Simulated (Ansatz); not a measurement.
ZrGeO:
```cif
data_Ge2O2Zr2
_chemical_formula_sum 'Zr2 Ge2 O2'
_space_group_name_H-M_alt 'P4/nmm :1'
_space_group_IT_number 129
_space_group_name_Hall 'P 4ab 2ab -1ab'
_cell_length_a 3.43008
_cell_length_b 3.43008
_cell_length_c 7.30423
_cell_angle_alpha 90.000
_cell_angle_beta 90.000
_cell_angle_gamma 90.000
loop_
_space_group_symop_operation_xyz
  'x, y, z'
  '-y+1/2, x+1/2, z'
  '-x, -y, z'
  'y+1/2, -x+1/2, z'
  'x+1/2, -y+1/2, -z'
  '-y, -x, -z'
  '-x+1/2, y+1/2, -z'
  'y, x, -z'
  '-x+1/2, -y+1/2, -z'
  'y, -x, -z'
  'x+1/2, y+1/2, -z'
  '-y, x, -z'
  '-x, y, z'
  'y+1/2, x+1/2, z'
  'x, -y, z'
  '-y+1/2, -x+1/2, z'
loop_
_atom_site_label
_atom_site_type_symbol
_atom_site_symmetry_multiplicity
_atom_site_Wyckoff_symbol
_atom_site_fract_x
_atom_site_fract_y
_atom_site_fract_z
_atom_site_occupancy
Zr1 Zr 2 c 0.50000 0.00000 0.31430 1
Ge1 Ge 2 a 0.00000 0.00000 0.00000 1
O1 O 2 c 0.00000 0.50000 0.39222 1
```

Relaxed with PBE.

Which orbitals make up the states near the Fermi level in the program Ansatz at the PBE level (PAW)?

Within 0.5 eV of the Fermi level: Zr 4d 71 %, Ge 4p 12 %, O 2p 8 %. Projections are on Löwdin-orthogonalised atomic valence shells; empty p or d shells of many metals are not among them.

Tabulate the density of states.

States/eV per cell of 6 atoms, in 0.25 eV bins, energy from the Fermi level.

| E (eV) | total | Zr 4d | O 2p | Ge 4p |
|---|---|---|---|---|
| -7.85 | 0.43 | 0.06 | 0.02 | 0.13 |
| -7.60 | 0.38 | 0.05 | 0.03 | 0.12 |
| -7.35 | 1.10 | 0.21 | 0.46 | 0.21 |
| -7.10 | 5.59 | 1.13 | 3.51 | 0.36 |
| -6.85 | 5.45 | 0.99 | 3.33 | 0.51 |
| -6.60 | 2.70 | 0.46 | 1.52 | 0.40 |
| -6.35 | 2.84 | 0.49 | 1.73 | 0.35 |
| -6.10 | 4.52 | 0.78 | 2.91 | 0.48 |
| -5.85 | 8.11 | 1.55 | 5.56 | 0.50 |
| -5.60 | 5.66 | 0.99 | 3.95 | 0.41 |
| -5.35 | 5.62 | 0.79 | 4.04 | 0.49 |
| -5.10 | 4.13 | 0.44 | 2.96 | 0.47 |
| -4.85 | 3.80 | 0.30 | 2.79 | 0.51 |
| -4.60 | 2.84 | 0.20 | 2.01 | 0.45 |
| -4.35 | 1.46 | 0.13 | 0.67 | 0.52 |
| -4.10 | 1.07 | 0.14 | 0.24 | 0.55 |
| -3.85 | 1.18 | 0.18 | 0.21 | 0.64 |
| -3.60 | 1.38 | 0.23 | 0.23 | 0.76 |
| -3.35 | 1.69 | 0.30 | 0.30 | 0.92 |
| -3.10 | 2.15 | 0.40 | 0.40 | 1.18 |
| -2.85 | 3.30 | 0.73 | 0.60 | 1.76 |
| -2.60 | 3.50 | 1.17 | 0.42 | 1.73 |
| -2.35 | 2.81 | 1.18 | 0.24 | 1.25 |
| -2.10 | 2.83 | 1.45 | 0.18 | 1.07 |
| -1.85 | 2.04 | 1.04 | 0.15 | 0.75 |
| -1.60 | 1.51 | 0.76 | 0.11 | 0.55 |
| -1.35 | 0.77 | 0.38 | 0.04 | 0.29 |
| -1.10 | 0.77 | 0.41 | 0.04 | 0.26 |
| -0.85 | 0.80 | 0.45 | 0.05 | 0.24 |
| -0.60 | 0.91 | 0.55 | 0.06 | 0.23 |
| -0.35 | 1.08 | 0.70 | 0.08 | 0.23 |
| -0.10 | 0.78 | 0.52 | 0.07 | 0.14 |
| 0.15 | 1.89 | 1.42 | 0.19 | 0.19 |
| 0.40 | 2.44 | 1.80 | 0.19 | 0.18 |
| 0.65 | 4.02 | 3.08 | 0.27 | 0.22 |
| 0.90 | 5.31 | 4.16 | 0.28 | 0.23 |
| 1.15 | 5.17 | 3.84 | 0.27 | 0.24 |
| 1.40 | 5.09 | 3.67 | 0.30 | 0.26 |
| 1.65 | 5.25 | 3.84 | 0.39 | 0.28 |
| 1.90 | 6.14 | 4.55 | 0.41 | 0.35 |
| 2.15 | 9.25 | 6.96 | 0.57 | 0.63 |
| 2.40 | 3.94 | 2.85 | 0.36 | 0.36 |
| 2.65 | 4.29 | 3.06 | 0.42 | 0.49 |
| 2.90 | 4.56 | 3.21 | 0.55 | 0.47 |
| 3.15 | 4.21 | 2.82 | 0.58 | 0.41 |
| 3.40 | 3.60 | 2.30 | 0.48 | 0.45 |
| 3.65 | 2.99 | 1.75 | 0.37 | 0.52 |
| 3.90 | 3.22 | 1.67 | 0.36 | 0.72 |
| 4.15 | 2.56 | 1.11 | 0.21 | 0.69 |
| 4.40 | 3.01 | 1.09 | 0.23 | 0.73 |

The start of the workflow was typed in or built on a structure type; neither database checked (COD, Materials Project) lists it. Whether it is the stable phase at ambient conditions was not checked. The cell was relaxed with PBE under the symmetry of its start; whether a distortion lowers the energy is not shown. No spin polarisation was allowed. Spin–orbit coupling is left out wherever it is not named.

Potentials: the earlier of the program's two PAW sets.
